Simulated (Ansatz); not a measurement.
Input for Ansatz (plane-wave DFT, PAW):

```yaml
crystal:
  lattice:
    - [4.0499987506, 0.0, 0.0]
    - [-2.0249993753, 3.5074018033, 0.0]
    - [0.0, 0.0, 4.89]
  atoms:
    - { symbol: Ga, position: [0.0, 0.0, 0.0] }
    - { symbol: Ga, position: [0.3333333333, 0.6666666667, 0.625] }
    - { symbol: Ga, position: [0.6666666667, 0.3333333333, 0.375] }
    - { symbol: Ni, position: [0.3333333333, 0.6666666667, 0.138] }
    - { symbol: Ni, position: [0.6666666667, 0.3333333333, 0.862] }
basis:
  ecutwfc: 420
kpoints:
  mp_grid: { grid: [6, 6, 4] }
hamiltonian:
  xc: pbesol
scf:
  occupations: { method: gaussian, width: 0.1 }
output:
  forces: true
  stress: true
  eigenvalues: true
relax:
  adjacent_minimum: "off"
  f_tol: 0.05
  max_steps: 80
  cell: { stress_tol: 0.5 }
```

Command:
```bash
ansatz run input.yaml --threads 1 --pin off --max-ram 2560MiB --backend cpu --events-out ev --progress --plain --runs-dir out
```

Theory: Ansatz 0.2.0, DFT PBEsol, scalar-relativistic, plane waves, PAW.

From the run's log, abridged (iterations and final results):

```
SCF iter   1: F=—  HF=-22841.781381 eV  |F-HF|=—  |Δ(HF+E_count)|=         —  Δρ=1.75e-2  dr2=1.30e-1  ethr=1.77e-3  ⟨swp⟩=6.1  Hψ=3884  notcnv=0  defer=3
SCF iter   2: F=—  HF=-22841.854888 eV  |F-HF|=—  |Δ(HF+E_count)|=   7.35e-2  Δρ=3.74e-2  dr2=5.98e-1  ethr=1.73e-4  ⟨swp⟩=2.3  Hψ=2308  notcnv=0  defer=54
SCF iter   3: F=—  HF=-22841.763959 eV  |F-HF|=—  |Δ(HF+E_count)|=   9.09e-2  Δρ=3.81e-3  dr2=6.64e-3  ethr=1.73e-4  ⟨swp⟩=2.2  Hψ=2062  notcnv=0  defer=54
SCF iter   4: F=—  HF=-22841.763230 eV  |F-HF|=—  |Δ(HF+E_count)|=   7.29e-4  Δρ=7.64e-4  dr2=2.48e-4  ethr=8.85e-6  ⟨swp⟩=2.8  Hψ=1942  notcnv=0  defer=48
SCF iter   5: F=—  HF=-22841.763078 eV  |F-HF|=—  |Δ(HF+E_count)|=   1.51e-4  Δρ=7.94e-5  dr2=4.21e-6  ethr=3.30e-7  ⟨swp⟩=2.0  Hψ=1728  notcnv=0  defer=48
SCF iter   6: F=—  HF=-22841.763087 eV  |F-HF|=—  |Δ(HF+E_count)|=   8.44e-6  Δρ=4.46e-5  dr2=1.48e-6  ethr=5.62e-9  ⟨swp⟩=2.0  Hψ=1916  notcnv=0  defer=48
SCF iter   7: F=-22841.763087 eV  HF=-22841.763087 eV  |F-HF|=8.55e-9  |Δ(HF+E_count)|=   2.30e-7  Δρ=5.72e-6  dr2=2.24e-8  ethr=1.33e-10  ⟨swp⟩=8.2  Hψ=5449  notcnv=0
SCF 1 converged in 7 iterations: F = -22841.763087 eV  dr2 = 2.24e-8
relax step   1: F+E_penalty+E_count = -22841.76308663 eV  Δ(F+E_penalty+E_count) = +0.000e0 eV  max|allowed force component| = 8.449e-1 eV/Å  Δτ_max = 0.0000 Å  P = -3.627 GPa  Ω = 69.462 Å³  (7 SCF iters, dr2 threshold 1.00e-7 eV, accepted)
Crystal: 5 atoms, lattice volume = 68.122 Å³
Basis set: ecut = 420 eV, 1349 PW (Γ), exchange–correlation on 60×60×72 points (8 copies of the dense FFT grid, shifted against one another)
Initial density: handed on by an earlier stage of this run
Initial wavefunctions: those handed on with the density
SCF iter   1: F=—  HF=-22841.839921 eV  |F-HF|=—  |Δ(HF+E_count)|=         —  Δρ=4.35e-3  dr2=7.13e-3  ethr=9.52e-6  ⟨swp⟩=1.8  Hψ=5461  notcnv=0
SCF iter   2: F=—  HF=-22841.839735 eV  |F-HF|=—  |Δ(HF+E_count)|=   1.86e-4  Δρ=2.37e-3  dr2=4.82e-3  ethr=9.51e-6  ⟨swp⟩=2.0  Hψ=1826  notcnv=0
SCF iter   3: F=—  HF=-22841.839010 eV  |F-HF|=—  |Δ(HF+E_count)|=   7.25e-4  Δρ=1.41e-3  dr2=9.39e-4  ethr=6.42e-6  ⟨swp⟩=2.0  Hψ=1678  notcnv=0
SCF iter   4: F=—  HF=-22841.838903 eV  |F-HF|=—  |Δ(HF+E_count)|=   1.07e-4  Δρ=4.23e-4  dr2=1.01e-4  ethr=1.25e-6  ⟨swp⟩=2.0  Hψ=1325  notcnv=0
SCF iter   5: F=—  HF=-22841.838869 eV  |F-HF|=—  |Δ(HF+E_count)|=   3.30e-5  Δρ=9.32e-5  dr2=4.73e-6  ethr=1.34e-7  ⟨swp⟩=2.0  Hψ=1370  notcnv=0
SCF iter   6: F=-22841.838869 eV  HF=-22841.838869 eV  |F-HF|=1.52e-7  |Δ(HF+E_count)|=   7.10e-7  Δρ=1.83e-5  dr2=2.17e-7  ethr=6.67e-10  ⟨swp⟩=4.3  Hψ=5118  notcnv=0
SCF 2 converged in 6 iterations: F = -22841.838869 eV  dr2 = 2.17e-7
relax step   2: F+E_penalty+E_count = -22841.83886862 eV  Δ(F+E_penalty+E_count) = -7.578e-2 eV  max|allowed force component| = 3.933e-1 eV/Å  Δτ_max = 0.0440 Å  P = -1.181 GPa  Ω = 68.122 Å³  energy of the carried Pulay correction = +5.044e-4 eV  (6 SCF iters, dr2 threshold 5.00e-7 eV, accepted)
Crystal: 5 atoms, lattice volume = 67.480 Å³
Basis set: ecut = 420 eV, 1325 PW (Γ), exchange–correlation on 60×60×72 points (8 copies of the dense FFT grid, shifted against one another)
SCF iter   1: F=—  HF=-22841.853265 eV  |F-HF|=—  |Δ(HF+E_count)|=         —  Δρ=3.38e-3  dr2=3.90e-3  ethr=5.55e-6  ⟨swp⟩=1.5  Hψ=4789  notcnv=0
SCF iter   2: F=—  HF=-22841.853491 eV  |F-HF|=—  |Δ(HF+E_count)|=   2.26e-4  Δρ=1.81e-3  dr2=3.45e-3  ethr=5.20e-6  ⟨swp⟩=2.0  Hψ=1787  notcnv=0
SCF iter   3: F=—  HF=-22841.852782 eV  |F-HF|=—  |Δ(HF+E_count)|=   7.10e-4  Δρ=6.60e-4  dr2=2.25e-4  ethr=4.60e-6  ⟨swp⟩=2.6  Hψ=1695  notcnv=0
SCF iter   4: F=—  HF=-22841.852780 eV  |F-HF|=—  |Δ(HF+E_count)|=   1.98e-6  Δρ=4.38e-4  dr2=8.79e-5  ethr=3.00e-7  ⟨swp⟩=2.6  Hψ=1872  notcnv=0
SCF iter   5: F=—  HF=-22841.852765 eV  |F-HF|=—  |Δ(HF+E_count)|=   1.46e-5  Δρ=1.03e-4  dr2=4.77e-6  ethr=1.17e-7  ⟨swp⟩=2.0  Hψ=1271  notcnv=0
SCF iter   6: F=-22841.852764 eV  HF=-22841.852764 eV  |F-HF|=1.04e-7  |Δ(HF+E_count)|=   6.46e-7  Δρ=1.30e-5  dr2=7.02e-8  ethr=6.67e-10  ⟨swp⟩=3.5  Hψ=4862  notcnv=0
SCF 3 converged in 6 iterations: F = -22841.852764 eV  dr2 = 7.02e-8
relax step   3: F+E_penalty+E_count = -22841.85276425 eV  Δ(F+E_penalty+E_count) = -1.390e-2 eV  max|allowed force component| = 4.862e-2 eV/Å  Δτ_max = 0.0352 Å  P = +0.250 GPa  Ω = 67.480 Å³  energy of the carried Pulay correction = +7.491e-4 eV  (6 SCF iters, dr2 threshold 5.00e-7 eV, accepted)
Basis set: ecut = 420 eV, 1325 PW (Γ), exchange–correlation on 54×54×72 points (8 copies of the dense FFT grid, shifted against one another)
Initial wavefunctions: pseudopotential atomic-orbital guess (no wavefunctions were taken with the density)
SCF iter   1: F=—  HF=-22841.851943 eV  |F-HF|=—  |Δ(HF+E_count)|=         —  Δρ=5.22e-5  dr2=5.89e-7  ethr=9.21e-8  ⟨swp⟩=3.2  Hψ=6846  notcnv=0
SCF iter   2: F=—  HF=-22841.851955 eV  |F-HF|=—  |Δ(HF+E_count)|=   1.21e-5  Δρ=9.68e-5  dr2=4.11e-6  ethr=7.86e-10  ⟨swp⟩=2.0  Hψ=1980  notcnv=0
SCF iter   3: F=—  HF=-22841.851955 eV  |F-HF|=—  |Δ(HF+E_count)|=   5.27e-8  Δρ=1.12e-4  dr2=5.25e-6  ethr=7.86e-10  ⟨swp⟩=2.2  Hψ=1986  notcnv=0
SCF iter   4: F=—  HF=-22841.851955 eV  |F-HF|=—  |Δ(HF+E_count)|=   6.86e-7  Δρ=2.02e-5  dr2=1.73e-7  ethr=7.86e-10  ⟨swp⟩=2.0  Hψ=1958  notcnv=0
SCF iter   5: F=—  HF=-22841.851954 eV  |F-HF|=—  |Δ(HF+E_count)|=   3.68e-8  Δρ=4.75e-6  dr2=1.04e-8  ethr=2.31e-10  ⟨swp⟩=2.0  Hψ=1616  notcnv=0
SCF iter   6: F=-22841.851954 eV  HF=-22841.851954 eV  |F-HF|=7.35e-10  |Δ(HF+E_count)|=  7.20e-10  Δρ=1.28e-6  dr2=7.75e-10  ethr=6.67e-12  ⟨swp⟩=4.2  Hψ=3900  notcnv=0
SCF 4 converged in 6 iterations: F = -22841.851954 eV  dr2 = 7.75e-10
SCF converged after 6 iterations
Free energy (F): -22841.851954 eV
Harris-Foulkes:  -22841.851954 eV  (|F-HF|=7.35e-10)
Internal energy: -22841.847471 eV  (E = F + TS)
E sigma→0 (E₀):  -22841.849713 eV
Entropy (-TS):   -0.004484 eV (-0.897 meV/atom)
Fermi energy:    14.371356 eV
--- Per-component energies (eV) ---
  E_band       = -651.059230
  E_kinetic    = 923.355230
  E_local      = -13345.714699  (includes V_loc(G=0)·N_el)
  E_nonlocal   = 2553.721782
  E_hartree    = 5952.533889
  E_xc         = -378.683030
  E_vxc        = -398.555049  (∫ρ·V_xc dr)
  E_paw        = -9042.659265  (= ΣΔE_a)
  E_vpaw       = -2288.931721  (= ΣTr[D̂ρ^β])
  E_aug_tail   = 0.000672  (compensation charges beyond the density's cutoff)
  E_ewald      = -9507.385561
  E_core_change = 2.983511  (= ΣΔE_core)
  E_smearing   = -0.004484  (= −TS)
--- Forces (eV/Å), atoms counted from 1 ---
  atom   1  Ga     0.00000000     0.00000000     0.00000000
  atom   2  Ga     0.00000000     0.00000000    -0.04862099
  atom   3  Ga     0.00000000     0.00000000     0.04862099
  atom   4  Ni     0.00000000     0.00000000     0.02243012
  atom   5  Ni     0.00000000     0.00000000    -0.02243012
--- Stress (GPa, compression-positive) ---
        0.192028       0.000000       0.000000
        0.000000       0.192028       0.000000
        0.000000       0.000000       0.388941
  P = ⅓ Tr σ = 0.2577 GPa (2.577 kbar)
--- Band table (eV; the first three rows and the last of 24) ---
  k-point 0: bands = ["-88.7964", "-88.7904", "-49.4150", "-49.4005", "-49.3401", "-49.3401", "-49.3159", "-49.3159", "-0.8388", "-0.8388", "-0.7000", "-0.6785", "-0.6535", "-0.6535", "-0.6461", "-0.6461", "-0.4973", "-0.4973", "-0.4466", "-0.4002", "-0.4002", "-0.3739", "-0.3739", "2.4896", "8.2330", "8.3607", "10.5821", "10.5821", "11.4403", "11.4403", "12.1743", "12.1743", "12.6732", "12.6732", "12.8730", "13.1791", "15.6074", "15.6074", "17.2811", "17.4194", "17.4985", "17.4985", "20.5335", "20.7375", "20.7375"]
  k-point 1: bands = ["-88.7964", "-88.7904", "-49.4150", "-49.4007", "-49.3401", "-49.3401", "-49.3160", "-49.3160", "-0.8053", "-0.8053", "-0.7267", "-0.7083", "-0.7083", "-0.6121", "-0.5877", "-0.5877", "-0.5740", "-0.5740", "-0.4517", "-0.4228", "-0.4228", "-0.3074", "-0.3074", "2.8934", "6.0854", "9.9461", "10.4885", "10.4885", "11.3723", "11.3723", "12.2185", "12.3047", "12.3047", "12.6768", "12.6768", "14.9695", "16.0837", "16.0837", "16.7511", "17.7345", "17.7345", "18.0079", "19.5705", "19.5705", "19.7192"]
  k-point 2: bands = ["-88.7964", "-88.7904", "-49.4150", "-49.4008", "-49.3400", "-49.3400", "-49.3160", "-49.3160", "-0.7335", "-0.7311", "-0.7311", "-0.7308", "-0.7308", "-0.6890", "-0.6890", "-0.5557", "-0.5397", "-0.5397", "-0.4676", "-0.4393", "-0.4393", "-0.2712", "-0.2712", "3.8618", "4.4225", "10.4031", "10.4031", "10.4913", "11.3130", "11.3130", "12.0321", "12.5068", "12.5068", "12.5897", "12.5897", "15.8785", "16.9528", "16.9528", "17.8676", "18.1764", "18.1764", "18.2324", "18.2324", "18.4418", "18.9275"]
  k-point 23: bands = ["-88.7934", "-88.7934", "-49.4099", "-49.4099", "-49.3439", "-49.3262", "-49.3262", "-49.3126", "-0.7108", "-0.6806", "-0.6806", "-0.6424", "-0.6424", "-0.6295", "-0.5925", "-0.5925", "-0.5754", "-0.5031", "-0.5025", "-0.5025", "-0.4616", "-0.4616", "-0.4086", "7.2257", "7.5192", "7.5192", "8.7088", "8.7088", "9.5301", "11.4636", "11.4636", "11.6590", "12.3985", "12.4793", "12.4793", "12.6704", "12.9440", "12.9440", "14.1010", "20.5453", "21.4922", "21.4922", "21.7294", "21.7294", "22.1955"]
--- Relaxed structure (3 steps of the walk, 3 accepted, 1 SCFs on fresh bases) ---
  F+E_penalty+E_count = -22841.85195447 eV   max|allowed force component| = 4.862e-2 eV/Å   (the final SCF, on the basis selected at the relaxed cell)
  cell:  # Å, volume = 67.4805 Å³
    - [4.02452873, 0.0, 0.0]
    - [-2.01226436, 3.48534412, 0.0]
    - [0.0, 0.0, 4.81080246]
  atoms:
    - { symbol: Ga, position: [0.0, 0.0, 0.0] }
    - { symbol: Ga, position: [0.33333333, 0.66666666, 0.64118446] }
    - { symbol: Ga, position: [0.66666666, 0.33333333, 0.35881553] }
    - { symbol: Ni, position: [0.33333333, 0.66666666, 0.14137438] }
    - { symbol: Ni, position: [0.66666666, 0.33333333, 0.85862561] }
```

The relaxation met its thresholds.

It took 34 s on 1 thread of Arm Neoverse N1, on a shared host, peak memory 0.39 GiB.

The k mesh is coarse.